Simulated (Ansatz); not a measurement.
Zn4TeS3:
```
CELL_PARAMETERS angstrom
      3.99203     0.00000     0.00000
      0.00000     3.99203     0.00000
      0.00000     0.00000    11.19498
ATOMIC_POSITIONS crystal
  Zn 0.50000 0.00000 0.84997
  S  0.50000 0.50000 0.73280
  Zn 0.00000 0.50000 0.61613
  S  0.00000 0.00000 0.50000
  Zn 0.50000 0.00000 0.38387
  S  0.50000 0.50000 0.26720
  Zn 0.00000 0.50000 0.15003
  Te 0.00000 0.00000 0.00000
```

Relaxed with PBE. Special points in fractions of this cell's reciprocal vectors: Γ (0.000, 0.000, 0.000); X (0.000, 0.500, 0.000); M (0.500, 0.500, 0.000); Z (0.000, 0.000, 0.500); R (0.000, 0.500, 0.500); A (0.500, 0.500, 0.500).

Q: List the band energies nearest the valence-band maximum at these points for DFT-PBE with spin–orbit coupling in the program Ansatz with PAW potentials.

A: In eV from the valence-band maximum; about four levels below and three above (degenerate sets whole), none deeper than 8.9 eV; points with the same levels are listed once.

| k | below | above |
|---|---|---|
| Γ | -0.37 -0.37 0.00 0.00 | 0.86 0.86 2.51 2.51 |
| X | -1.47 -1.47 -0.11 -0.11 | 1.78 1.78 2.27 2.27 |
| M | -2.64 -2.64 -2.27 -2.27 | 2.32 2.32 2.62 2.62 |
| Z | -0.53 -0.53 -0.08 -0.08 | 1.98 1.98 2.11 2.11 |
| R | -2.01 -2.01 -0.12 -0.12 | 2.34 2.34 2.69 2.69 |
| A | -2.81 -2.81 -2.39 -2.39 | 3.06 3.06 3.22 3.22 |

Space group P-4m2. The start of the workflow was typed in or built on a structure type; neither database checked (COD, Materials Project) lists it. Whether it is the stable phase at ambient conditions was not checked. The cell was relaxed with PBE under the symmetry of its start; its stability against distortions is not shown here.

Potentials: the earlier of the program's two PAW sets.
